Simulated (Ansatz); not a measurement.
CuO:
```
CuO
1.0
    3.03014     0.00000     0.00000
   -1.51507     2.62418     0.00000
    0.00000     0.00000     7.41878
Cu O
3 3
Direct
  0.68785   0.00000   0.66667
  0.00000   0.68785   0.33333
  0.31215   0.31215   0.00000
  0.57098   0.00000   0.16667
  0.00000   0.57098   0.83333
  0.42902   0.42902   0.50000
```

Relaxed with PBE. Special points in fractions of this cell's reciprocal vectors: Γ (0.000, 0.000, 0.000); M (0.500, 0.000, 0.000); K (0.333, 0.333, 0.000); A (0.000, 0.000, 0.500); L (0.500, 0.000, 0.500); H (0.333, 0.333, 0.500).

Q: List the band energies nearest the Fermi level at these points for DFT-PBE in the program Ansatz with PAW potentials.

A: In eV from the Fermi level; about four levels below and three above (degenerate sets whole), none deeper than 8.9 eV; points with the same levels are listed once.

```
k                          below                above
-  -----------------------------  -------------------
Γ  -1.76 -1.76 -1.54 -1.54 -0.10       0.19 0.33 0.33
M        -1.48 -1.38 -1.26 -0.23       0.03 0.14 0.26
K        -1.20 -1.12 -1.12 -0.35  0.17 0.17 7.79 7.79
A        -1.20 -0.97 -0.97 -0.27  0.65 0.65 3.17 3.17
L        -1.16 -1.06 -1.05 -0.83       0.64 0.67 5.58
H  -0.98 -0.98 -0.95 -0.48 -0.48  0.43 7.81 8.05 8.05
```

Space group P3_221. A made-up cell: these elements were put on the sites of a structure type; neither database checked (COD, Materials Project) lists it. It is not the phase usual at ambient conditions (space group No. 15). The cell was relaxed with PBE under the symmetry of its start; its stability against distortions is not shown here. No spin polarisation was allowed. No Hubbard U is applied. Without spin polarisation and U, an open-shell compound can come out a false metal.

Potentials: the later of the program's two PAW sets.
